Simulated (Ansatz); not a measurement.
ZrGeS (space group P4/nmm)

```
CELL_PARAMETERS angstrom
      3.60190     0.00000     0.00000
      0.00000     3.60190     0.00000
      0.00000     0.00000     7.98791
ATOMIC_POSITIONS crystal
  Zr 0.00000 0.50000 0.72348
  Zr 0.50000 0.00000 0.27652
  Ge 0.50000 0.50000 0.00000
  Ge 0.00000 0.00000 0.00000
  S  0.00000 0.50000 0.37969
  S  0.50000 0.00000 0.62031
```

The slice is a (0 -1 1) plane (indices of the conventional cell) through the point (0.000, 0.500, 0.724) (fractional), spanned by u = [100] and v = [011] in vectors of this cell: u (3.60 Å) and v (8.76 Å, at 90° to u). It covers one period; positions are fractions (u, v).

Computed with PBEsol (plane waves to 420 eV, PAW, scalar-relativistic; Ansatz, a quantum-chemistry and plane-wave program). k mesh 13×13×6. Near the nuclei the fields are pseudised (PAW); where an atom keeps semicore shells as valence, they peak there. ZrGeS is run without spin polarisation. ZrGeS was relaxed with its symmetry unable to fall.

Task: Predict the map of the electron localisation function (ELF) on the slice.

Result: 
```
v \ u  0.00  0.10  0.20  0.30  0.40  0.50  0.60  0.70  0.80  0.90
-----  ----  ----  ----  ----  ----  ----  ----  ----  ----  ----
0.88   0.19  0.14  0.09  0.17  0.37  0.45  0.37  0.17  0.09  0.14
0.75   0.65  0.54  0.27  0.13  0.18  0.25  0.18  0.13  0.27  0.54
0.62   0.51  0.39  0.15  0.30  0.71  0.78  0.71  0.30  0.15  0.39
0.50   0.35  0.23  0.18  0.68  0.81     x  0.81  0.68  0.18  0.23
0.38   0.44  0.47  0.56  0.48  0.31  0.25  0.31  0.48  0.56  0.47
0.25   0.39  0.42  0.53  0.51  0.38  0.35  0.38  0.51  0.53  0.42
0.12   0.19  0.17  0.20  0.41  0.58  0.61  0.58  0.41  0.20  0.17
0.00      x     x  0.79  0.21  0.12  0.20  0.12  0.21  0.79     x
```

Values: electron localisation function (ELF). Points within 0.5 Å of a nucleus are blanked (x), as the pseudised field means little there.
